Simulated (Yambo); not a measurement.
# Optical response of KCl

```
KCl
1.0
    0.00000     3.03766     3.03766
    3.03766     0.00000     3.03766
    3.03766     3.03766     0.00000
Cl K
1 1
Direct
  0.50000   0.50000   0.50000
  0.00000   0.00000   0.00000
```

Yambo, RPA with local fields on LDA bands; 10×10×10 mesh, 42 bands, 4 Ry local-field block, 0.2 eV broadening; field along x.

| E (eV) | Im ε | Re ε | Im ε, independent particles |
|---|---|---|---|
| 0.0 | 0.00 | 2.38 | 0.00 |
| 0.5 | 0.00 | 2.39 | 0.00 |
| 1.0 | 0.01 | 2.40 | 0.01 |
| 1.5 | 0.01 | 2.42 | 0.01 |
| 2.0 | 0.01 | 2.45 | 0.02 |
| 2.5 | 0.02 | 2.48 | 0.02 |
| 3.0 | 0.02 | 2.54 | 0.03 |
| 3.5 | 0.03 | 2.61 | 0.05 |
| 4.0 | 0.05 | 2.70 | 0.06 |
| 4.5 | 0.07 | 2.85 | 0.10 |
| 5.0 | 0.16 | 3.07 | 0.19 |
| 5.5 | 0.49 | 3.23 | 0.57 |
| 6.0 | 0.72 | 3.42 | 0.89 |
| 6.5 | 1.01 | 3.54 | 1.46 |
| 7.0 | 1.60 | 3.31 | 2.37 |
| 7.5 | 2.11 | 3.18 | 3.17 |
| 8.0 | 2.85 | 2.35 | 3.75 |
| 8.5 | 2.14 | 1.65 | 2.75 |
| 9.0 | 1.60 | 1.40 | 2.16 |
| 9.5 | 1.24 | 1.73 | 2.20 |
| 10.0 | 1.44 | 2.23 | 3.17 |
| 10.5 | 2.38 | 2.11 | 4.00 |
| 11.0 | 2.41 | 1.39 | 3.16 |
| 11.5 | 2.39 | 0.67 | 2.24 |
| 12.0 | 1.97 | 0.14 | 1.46 |
| 12.5 | 1.19 | 0.24 | 0.98 |
| 13.0 | 0.90 | 0.52 | 0.98 |
| 13.5 | 0.80 | 0.62 | 0.99 |
| 14.0 | 0.81 | 0.78 | 1.13 |
| 14.5 | 0.62 | 0.63 | 0.77 |
| 15.0 | 0.39 | 0.81 | 0.62 |
| 15.5 | 0.33 | 1.14 | 0.99 |
| 16.0 | 0.45 | 1.34 | 1.63 |
| 16.5 | 0.65 | 1.56 | 1.82 |
| 17.0 | 1.01 | 1.45 | 1.40 |
| 17.5 | 1.10 | 1.39 | 1.36 |
| 18.0 | 1.33 | 1.04 | 1.21 |
| 18.5 | 1.28 | 0.67 | 1.06 |
| 19.0 | 0.80 | 0.66 | 0.93 |
| 19.5 | 0.73 | 0.94 | 1.14 |
| 20.0 | 0.80 | 0.94 | 1.62 |

Peak heights and small wiggles depend on the k mesh. Convergence of the RPA response with its 10×10×10 mesh was not tested. No excitonic effects at this level.

Geometry relaxed with LDA.
